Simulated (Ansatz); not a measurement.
## Data sheet: HfC (DFT)

HfC (zinc blende, space group No. 216), a = b = c = 5.027 Å, α = β = γ = 90.00°; the cell used has 2 atoms.

Space group F-43m (No. 216), zinc blende; conventional cell a = b = c = 5.027 Å, α = β = γ = 90.00°.

Method: plane-wave PAW r²SCAN (Ansatz code). Structure relaxed to zero pressure with the same functional. Other levels are named where they apply.

Cell and energy:

```yaml
volume_per_atom: 15.88 Å³
density: 9.96 g/cm³
Formation energy from the elements (no fitted shifts): -44 kJ/mol of atoms
```

Electronic structure:

```yaml
band_gap: 0.57 eV (direct)
valence_band_maximum: at W
conduction_band_minimum: at W (6 equivalent valleys)
electron_effective_mass: 0.34, 0.34, 3.2 mₑ (principal values)
Electron effective mass with spin–orbit coupling: 0.30, 0.30, 2.6 mₑ (principal values)
hole_effective_mass: 0.52, 0.52, 9.5 mₑ (principal values)
Hole effective mass with spin–orbit coupling: 1.4, 1.4, 4.3 mₑ (principal values)
HSE06 gap on the r²SCAN cell: 0.97 eV
Gap with spin–orbit coupling: 0.43 eV
```

Mechanics:

```yaml
Bulk modulus (Birch–Murnaghan fit): 164 GPa
Pressure derivative B′: 3.6
Elastic constants (relaxed ions, GPa): C11 = 191, C12 = 150, C44 = 68.5
mechanical_stability: stable (all eigenvalues of C positive)
hill_bulk_and_shear_moduli: 164 and 42.2 GPa
Young's modulus: 117 GPa
Poisson's ratio: 0.38
debye_temperature_from_the_elastic_constants: 275 K
```

Charges:

```yaml
bader_charges: Hf +2.06, C -2.06 e
```

The start of the workflow was typed in or built on a structure type; neither database checked (COD, Materials Project) lists it. It is not the phase usual at ambient conditions (space group No. 225). The cell was relaxed with r²SCAN under the symmetry of its start; its stability against distortions is not shown here. The run is not spin-polarised. The references are the lowest solids computed at this level, not always the standard phases. Spin–orbit coupling is left out wherever it is not named.

Potentials: the earlier of the program's two PAW sets.
